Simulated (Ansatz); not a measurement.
## TiO2: pressure against volume

TiO2, P4_2/mnm, a = 4.640 Å, c = 3.007 Å. The compound has several low-lying forms, and this is one of them. Ansatz: PBE+U, PAW, 420 eV, Γ-centred 6×6×10 mesh on 6 atoms, Gaussian smearing 0.02 eV; U_eff Ti 4.00 eV; no spin polarisation. Shape and atoms are relaxed at each volume; pressure is positive in compression.

```
V (Å³/atom) P (GPa)
      9.494        ?
      9.818    24.17
     10.141    14.70
     10.465     6.72
     10.789     0.01
     11.112    -5.55
     11.436   -10.06
     11.868   -14.60
```

**Question.** Take V0 = 10.789 Å³/atom, count pressures from its P0 = 0.01 GPa, fit the third-order Birch–Murnaghan form to the other rows, and predict the missing pressure.

**Answer.** With the Eulerian strain f = ½[(V0/V)^(2/3) − 1] and y = (P − P0)/[3f(1 + 2f)^(5/2)], the form is the line y = B0 + 1.5 B0 (B0′ − 4) f. Rows (f, y): 0.03245, 212.1; 0.02108, 209.5; 0.01027, 207.0; -0.00974, 199.9; -0.01904, 194.3; -0.03078, 185.5. Means f = 0.0007067, y = 201.38; Σ(Δf)² = 0.003005, ΣΔfΔy = 1.215; the slope is their ratio. y = 201.1 + 404.3 f GPa, so B0 = 201.1 GPa and B0′ = 4 + 2 × (404.3)/(3 × 201.1) = 5.34. At V = 9.494, f = 0.04449, y = 219.09 and P = 36.20 GPa. The run gave 35.37 GPa, so the fit is 0.83 GPa too high, 1.7 % of the span of the series, against an rms of 0.15 GPa on the fitted rows. The row lies outside the fitted range. A fourth-order term fitted to the same rows gives P = 34.96 GPa at this row's volume (the line 36.20, the run 35.37), which recovers part of the miss.

Cost: 8 runs of about 2.9 core-minutes in all, on Intel Xeon 6975P-C (Granite Rapids) (shared hosts).